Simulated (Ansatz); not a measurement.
## LaIn$_{3}$: frozen-core PAW against all-electron methods

```xyz
4
Lattice="4.7741 0.0000 0.0000 0.0000 4.7741 0.0000 0.0000 0.0000 4.7741" Properties=species:S:1:pos:R:3 pbc="T T T"
La    0.0000    0.0000    0.0000
In    2.3870    0.0000    2.3870
In    0.0000    2.3870    2.3870
In    2.3870    2.3870    0.0000
```

Atoms are numbered in the order listed.

The cell is the one relaxed in the Materials Project (mp-20729), not relaxed further here; entries there can be hypothetical.

No spin–orbit coupling, which matters for the heavy atoms here.

Methods: DFT, LDA, PAW with Ansatz's default frozen-core files, scalar-relativistic (Ansatz 0.2.0); DFT, LDA, all-electron PAW with datasets made for the crystal, scalar-relativistic (Ansatz 0.2.0); DFT, LDA, all-electron LAPW, scalar-relativistic (Ansatz 0.2.0).

For PAW: a Γ-centred 9×9×9 k mesh, Fermi–Dirac smearing of 0.05 eV, cutoff 420 eV, no spin polarisation; the PAW files were made with PBE, and the program remakes their frozen cores for this functional. The crystal-made all-electron datasets (AE datasets) take a cutoff of 260 eV at this cell. LAPW targets a basis error of 1 meV/atom. The Ansatz runs share mesh, smearing and spin set-up. Plane-wave (PAW) pressures include the program's estimate of the Pulay term.

Stress and pressure are positive in compression.

No spin–orbit coupling: at heavy atoms the gradients can be off by tens of per cent for that reason.

In a metal, gradients converge slowly with the k mesh: the values move by tens of per cent from one mesh to another, at times in sign, so only the comparison on one mesh counts.

Levels count from the Fermi level.

| quantity | PAW | AE datasets | LAPW |
| --- | --- | --- | --- |
| pressure (GPa) | -4.10 | -4.07 | -4.07 |
| highest filled level at R (eV) | -1.236 | -1.237 | -1.237 |
| lowest empty level at R (eV) | ? | 1.923 | 1.923 |
| highest filled level at Γ (eV) | -0.985 | -0.986 | -0.986 |
| lowest empty level at Γ (eV) | ? | 1.482 | 1.482 |
| highest filled level at M (eV) | -0.335 | -0.337 | -0.337 |
| lowest empty level at M (eV) | 1.203 | 1.202 | 1.202 |
| field gradient Vzz at In2 (10²¹ V/m²) | 11.70 | 11.73 | – |

Q: What belongs in the row "lowest empty level at Γ (eV)", column "PAW"?

A: 1.463.

Q: Fill in "PAW" for the row "lowest empty level at R (eV)".

A: 1.896.
